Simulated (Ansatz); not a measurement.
# K: computed properties

The calculation used DFT PBE, scalar-relativistic, plane waves, PAW (Ansatz).

Plane waves to 420 eV, a k mesh through Γ of 8×8×8 on the computed 3-atom cell and Gaussian smearing (0.10 eV); no spin polarisation.

The structure is relaxed at this level of theory with its symmetry kept, and needn't be the ground state of this composition.

Space group Im-3m (No. 229), cubic, a = 8.266 Å. Around K lie 4 K at 4.13 Å.

```json
{"Volume per atom": "94.12 Å³", "Energy over the standard state (uncorrected)": "+0.191 eV/atom", "Kohn–Sham band gap": "none (metal)", "Density of states at the Fermi level": "2.3 states/eV per cell", "Orbital (Löwdin) character within 0.5 eV of the Fermi level": "K 4s 80 %, unprojected 20 %", "Bader charge by site (e)": "K (3 in the cell) 0.00"}
```

The cell was found from a structure generator's guess, not taken from experiment. Löwdin shares on free-atom orbitals overweight diffuse shells.
